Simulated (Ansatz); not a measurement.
Sc: how the energy converges with the cutoff

Sc, P-1, a = 3.199 Å, b = 3.209 Å, c = 3.204 Å, α, β, γ = 108.0°, 106.3°, 114.6°. Ansatz: PBEsol, PAW, cutoff varied, Γ-centred 12×12×10 mesh on 1 atom, Gaussian smearing 0.10 eV; no spin polarisation. Single points at one geometry with displaced atoms, the cutoff alone changed; ΔE is the energy at zero smearing over the run at 600 eV. The runs up to 350 eV lie under the cutoff recommended for these PAW datasets.

| cutoff (eV) | ΔE (meV/atom) |
| --- | --- |
| 200 | 2411.59 |
| 250 | 317.23 |
| 300 | 27.70 |
| 350 | 1.39 |
| 420 | ? |

Q: Assume ΔE falls exponentially with the cutoff, fit y = ln ΔE against x, the cutoff in eV, to the other rows, and predict the missing value.

A: y = 7.788, 5.760, 3.321, 0.329. Means x = 275.0, y = 4.2995; Σ(Δx)² = 12500, ΣΔxΔy = -620.4; the slope is their ratio. y = 17.95 − 0.04963 x, a factor of ten per 46 eV. At 420 eV this gives ΔE = 0.06 meV/atom. The run gave 0.51, a ratio of 0.12. Between neighbouring rows the decay runs from a factor of ten per 38 eV to one per 161 eV, so one exponential is only a rough guide. The fast fall gives way to a slow tail, so a fit to low cutoffs promises convergence too early.

This form isn't the element's structure at ambient conditions.